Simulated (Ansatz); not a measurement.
A geometry of CeO2 away from equilibrium: step 3 of the relaxation of a generated cell, CeO2 placed in the pyrite structure type. Level of theory: PBE (plane waves to 420 eV, PAW, scalar-relativistic; Ansatz, a program for electronic structure). Γ-centred k-mesh 4×4×4 on the run's cell (coarser than for final values), Fermi–Dirac smearing 0.05 eV. The plane waves were selected for a different cell earlier on the path.

```
CeO2
1.0
    5.60705     0.00000     0.00000
    0.00000     5.60705     0.00000
    0.00000     0.00000     5.60705
Ce O
4 8
Direct
  0.00000   0.00000   0.00000
  0.50000   0.50000   0.00000
  0.00000   0.50000   0.50000
  0.50000   0.00000   0.50000
  0.35055   0.35055   0.35055
  0.85055   0.14945   0.64945
  0.64945   0.85055   0.14945
  0.14945   0.64945   0.85055
  0.64945   0.64945   0.64945
  0.14945   0.85055   0.35055
  0.35055   0.14945   0.85055
  0.85055   0.35055   0.14945
```
Spin-polarised start, with parallel moments on Ce.

Question: What forces act on the atoms (eV/Å)?

Answer: 
| atom | Fx | Fy | Fz |
|---|---|---|---|
| Ce1 | 0.00 | 0.00 | 0.00 |
| Ce2 | 0.00 | 0.00 | 0.00 |
| Ce3 | 0.00 | 0.00 | 0.00 |
| Ce4 | 0.00 | 0.00 | 0.00 |
| O5 | -0.30 | -0.30 | -0.30 |
| O6 | -0.30 | 0.30 | 0.30 |
| O7 | 0.30 | -0.30 | 0.30 |
| O8 | 0.30 | 0.30 | -0.30 |
| O9 | 0.30 | 0.30 | 0.30 |
| O10 | 0.30 | -0.30 | -0.30 |
| O11 | -0.30 | 0.30 | -0.30 |
| O12 | -0.30 | -0.30 | 0.30 |

The path ends in Fm-3m (No. 225) (fluorite type). No spin polarisation in the result: the starting moments vanished. No Hubbard U is applied. The 4f state was not searched, so a lower electronic state may exist.

The run could not lose the symmetry of its start; a randomly shaken copy of 6 atoms returns to this structure.
